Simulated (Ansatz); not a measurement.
## Relaxing lanthanum (beta-Sn type)

Level of theory: Ansatz, DFT, LDA (PW92), plane waves (420 eV) with PAW, scalar-relativistic. The PAW files were generated under PBE, with cores re-solved for the functional.

k-point mesh 10×10×7, Fermi-Dirac smearing 0.1 eV, no spin polarisation. Cell and atoms relax.

Starting structure:

```
La
1.0
    -3.30121    3.30121    1.80246
     3.30121   -3.30121    1.80246
     3.30121    3.30121   -1.80246
La
2
Direct
  0.00000 0.00000 0.00000
  0.75000 0.25000 0.50000
```

Question: What cell does the relaxation end in?

Answer: Fddd with a = 5.848 Å, c = 3.615 Å (c/a = 0.618); 30.90 Å³ per atom against 39.29 at the start (-21.3 %).

Question: How much energy does the relaxation gain?

Answer: 170.8 meV per atom.

The k-point mesh keeps fewer symmetry operations than the starting structure has, so the cell can leave it.
